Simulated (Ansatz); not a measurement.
HfCuSi₂:
```
HfCuSi2
1.0
    3.66204     0.00000     0.00000
    0.00000     3.66204     0.00000
    0.00000     0.00000     8.97902
Hf Si Cu
2 4 2
Cartesian
  0.00000   1.83102   2.38720
  1.83102   0.00000   6.59182
  1.83102   1.83102   4.48951
  0.00000   0.00000   4.48951
  1.83102   0.00000   1.53414
  0.00000   1.83102   7.44488
  0.00000   0.00000   0.00000
  1.83102   1.83102   0.00000
```

Relaxed with r²SCAN. Special points in fractions of this cell's reciprocal vectors: Γ (0.000, 0.000, 0.000); X (0.000, 0.500, 0.000); M (0.500, 0.500, 0.000); Z (0.000, 0.000, 0.500); R (0.000, 0.500, 0.500); A (0.500, 0.500, 0.500).

Question: List the band energies nearest the Fermi level at these points for plane-wave PAW r²SCAN (Ansatz code).

Answer: In eV from the Fermi level; about four levels below and three above (degenerate sets whole), none deeper than 8.9 eV; points with the same levels are listed once.

```json
[
 {"k": "Γ", "below": "-1.78 -1.05 -1.05 -0.72", "above": "1.53 1.53 1.69"},
 {"k": "X", "below": "-1.19 -1.19 -0.98 -0.98", "above": "0.12 0.12 1.54 1.54"},
 {"k": "M", "below": "-1.81 -1.81 -1.61 -1.61", "above": "3.95 3.95 4.05 4.05"},
 {"k": "Z", "below": "-1.41 -1.25 -1.25 -1.22", "above": "1.51 1.87 1.87"},
 {"k": "R", "below": "-1.11 -1.11 -0.29 -0.29", "above": "0.45 0.45 2.04 2.04"},
 {"k": "A", "below": "-1.84 -1.84 -1.59 -1.59", "above": "2.26 2.26 4.28 4.28"}
]
```

Space group P4/nmm. The workflow started from a Materials Project entry (that database holds measured and hypothetical structures alike); the Crystallography Open Database copy checked does not list it. Its standing as an ambient phase is unchecked. The cell was relaxed with r²SCAN under the symmetry of its start; whether a distortion lowers the energy is not shown. The run is not spin-polarised. Spin–orbit coupling is left out wherever it is not named.

Potentials: the later of the program's two PAW sets.
